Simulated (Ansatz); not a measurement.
Input:

SrTiO3:
```cif
data_O6Sr2Ti2
_chemical_formula_sum 'Sr2 Ti2 O6'
_space_group_name_H-M_alt 'P 1'
_space_group_IT_number 1
_cell_length_a 5.50493
_cell_length_b 5.50493
_cell_length_c 5.50493
_cell_angle_alpha 120.205
_cell_angle_beta 120.205
_cell_angle_gamma 89.645
loop_
_space_group_symop_operation_xyz
  'x, y, z'
loop_
_atom_site_label
_atom_site_type_symbol
_atom_site_fract_x
_atom_site_fract_y
_atom_site_fract_z
_atom_site_occupancy
Sr1 Sr 0.75000 0.25000 0.50000 1
Sr2 Sr 0.25000 0.75000 0.50000 1
Ti1 Ti 0.00000 0.00000 0.00000 1
Ti2 Ti 0.50000 0.50000 0.00000 1
O1 O 0.77464 0.27464 0.04929 1
O2 O 0.22536 0.72536 0.95071 1
O3 O 0.27464 0.22536 0.50000 1
O4 O 0.72536 0.77464 0.50000 1
O5 O 0.75000 0.75000 0.00000 1
O6 O 0.25000 0.25000 0.00000 1
```

This is the PBEsol-relaxed structure.

Q: All from PBEsol in the plane-wave PAW code Ansatz, unless another level is named. Give the band gap.

A: 1.97 eV (smallest direct gap 1.98 eV).

Q: Give the gap with spin–orbit coupling.

A: 1.96 eV.

Q: And the valence-band maximum?

A: on the Γ–X line, 27 % of the way from Γ.

Space group I4/mcm. The first step of the workflow began from a Materials Project structure, measured or hypothetical; the Crystallography Open Database files this formula in space group No. 140, but the cells were not matched. It is not the phase usual at ambient conditions (space group No. 221). The PBEsol relaxation kept the symmetry of its start. At this level the phase is dynamically unstable (imaginary phonons). The run is not spin-polarised. Scalar-relativistic: spin–orbit coupling is off unless named, which matters more the heavier the elements.

Potentials: the earlier of the program's two PAW sets. The files were generated under PBE; for other functionals the program regenerates the frozen cores, and for LDA and PBEsol the local potential too.
